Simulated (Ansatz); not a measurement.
Hf₂C in space group P4/nmm (No. 129; Hf on 2a, Hf on 2c, C on 2c) at seven volumes, PBEsol in the plane-wave PAW code Ansatz, shape and atoms relaxed at each. One row is withheld.

| V (Å³/atom) | P (GPa) |
|---|---|
| 13.234 | 20.39 |
| 13.670 | ? |
| 14.107 | 5.78 |
| 14.543 | 0.00 |
| 14.979 | -4.97 |
| 15.415 | -9.23 |
| 15.852 | -12.90 |

Question: Fit the shown pressures and predict the withheld one.

Answer: Third-order Birch–Murnaghan: P = (3/2)B₀(x^(7/2) − x^(5/2))[1 + (3/4)(B′ − 4)(x − 1)] with x = (V₀/V)^(2/3). Least squares on the six rows gives V₀ = 14.543 Å³/atom, B₀ = 178.4 GPa, B′ = 4.07. At V = 13.670, x = 1.0421 and P = 12.53 GPa. The run itself gave 12.48 GPa.

The cell is a constructed one: a structure type filled with these elements; neither database checked (COD, Materials Project) lists it. Its standing as an ambient phase is unchecked. Symmetry was held in the PBEsol relaxation; whether a distortion lowers the energy is not shown. The run is not spin-polarised. Scalar-relativistic: spin–orbit coupling is off unless named, which matters more the heavier the elements.

Potentials: the later of the program's two PAW sets.
